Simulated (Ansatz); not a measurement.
Structure: a free-standing Janus 2H monolayer of ZnFI, at its r2SCAN minimum. The sheet's in-plane cell has a = 3.617 Å, b = 3.617 Å (γ = 120.0°), and its outermost atoms lie 2.85 Å apart along the normal. Zn is surrounded by 3 F at 2.31 Å and 3 I at 2.80 Å; F is surrounded by 3 Zn at 2.31 Å and 1 I at 2.85 Å; I is surrounded by 3 Zn at 2.80 Å and 1 F at 2.85 Å.

```
CELL_PARAMETERS angstrom
3.61721 0.00000 0.00000
-1.80860 3.13259 0.00000
0.00000 0.00000 29.23908
ATOMIC_POSITIONS crystal
Zn 0.33333 0.66667 0.31771
F 0.66667 0.33333 0.35157
I 0.66667 0.33333 0.25415
```
Two periodic directions, a and b.

3 runs of the plane-wave code Ansatz on this cell differ in the functional (and in the settings that go with it). Levels are in eV from each run's valence top; v1 is the last filled band, c1 the first empty one.

Run A, mean stress -0.3 N/m (compression positive):
```
point     v4     v3     v2     v1    c1    c2
    Γ  -5.63  -4.08   0.00   0.00  2.10  5.80
    M  -5.99  -5.65  -2.36  -1.46  3.12  5.35
    K  -6.12  -4.97  -4.11  -2.00  3.74  5.37
```

Run B, mean stress +0.2 N/m (compression positive):
```
point     v4     v3     v2     v1    c1    c2
    Γ  -5.33  -3.91   0.00   0.00  1.19  4.83
    M  -5.69  -5.47  -2.28  -1.42  2.17  4.40
    K  -5.82  -4.83  -3.99  -1.93  2.77  4.45
```

Run C, mean stress +0.9 N/m (compression positive):
```
point     v4     v3     v2     v1    c1    c2
    Γ  -4.28  -3.26   0.00   0.00  0.26  4.08
    M  -4.74  -4.66  -2.02  -1.29  1.21  3.55
    K  -4.68  -4.33  -3.52  -1.72  1.71  3.60
```

**Question.** Match the runs to PBE, HSE06, r2SCAN0.

**Answer.** A is r2SCAN0, B is HSE06, C is PBE. In order of the gap: PBE 0.26, HSE06 1.19, r2SCAN0 2.10 eV.

These are computed values for a spin-unpolarised cell that may be hypothetical; none is a measurement.

Spin-orbit coupling is left out, which matters wherever the heavy atoms make up the band edges.

The stress of a hybrid is loosely converged in these runs.

The meshes of the hybrids are coarse, so their gaps aren't converged to the digits shown.
